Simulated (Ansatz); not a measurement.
ZrSi (NiAs type, space group No. 194) under volume change, PBE (plane waves, PAW; program Ansatz), shape and atoms relaxed at each volume.

| V (Å³/atom) | E − E(relaxed) (meV/atom) | P (GPa) |
|---|---|---|
| 18.819 | 62.8 | 11.53 |
| 19.439 | 26.7 | 7.23 |
| 20.060 | 6.3 | 3.36 |
| 20.680 | 0.0 | 0.00 |
| 21.301 | 5.7 | -2.89 |
| 21.921 | 21.8 | -5.38 |
| 22.541 | 47.0 | -7.56 |

**Question.** What does a third-order Birch–Murnaghan fit give for V₀, B₀ and B′?

**Answer.** V₀ = 20.69 Å³/atom, B₀ = 103 GPa, B′ = 3.6.

Space group P6_3/mmc (NiAs type). A made-up cell: these elements were put on the sites of a structure type; neither database checked (COD, Materials Project) lists it. COD files the formula under space group No. 62, 63, so this cell is another polymorph or a model. Its standing as an ambient phase is unchecked. The cell was relaxed with PBE under the symmetry of its start; whether a distortion lowers the energy is not shown. No spin polarisation was allowed.

Potentials: the later of the program's two PAW sets.
